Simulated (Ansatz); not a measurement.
AgCl:
```
AgCl
1.0
    0.00000     2.67707     2.67707
    2.67707     0.00000     2.67707
    2.67707     2.67707     0.00000
Ag Cl
1 1
Direct
  0.50000   0.50000   0.50000
  0.00000   0.00000   0.00000
```

x, y and z are the axes in which the lattice vectors are written.

Give the high-frequency dielectric tensor and the Born effective charge tensors of the independent atoms from DFPT, DFT-LDA in the program Ansatz with PAW potentials.


ε∞:
```
5.86  0.00  0.00
0.00  5.86  0.00
0.00  0.00  5.86
```
Z* of atom 1 (Ag), rows: field, columns: displacement, in e:
```
1.41  0.00  0.00
0.00  1.41  0.00
0.00  0.00  1.41
```
Z* of atom 2 (Cl), rows: field, columns: displacement, in e:
```
-1.41   0.00   0.00
 0.00  -1.41   0.00
 0.00   0.00  -1.41
```

Space group Fm-3m (rock salt). Symmetry was held in the LDA relaxation. The run is not spin-polarised. Scalar-relativistic: spin–orbit coupling is off unless named, which matters more the heavier the elements.

Potentials: the later of the program's two PAW sets.
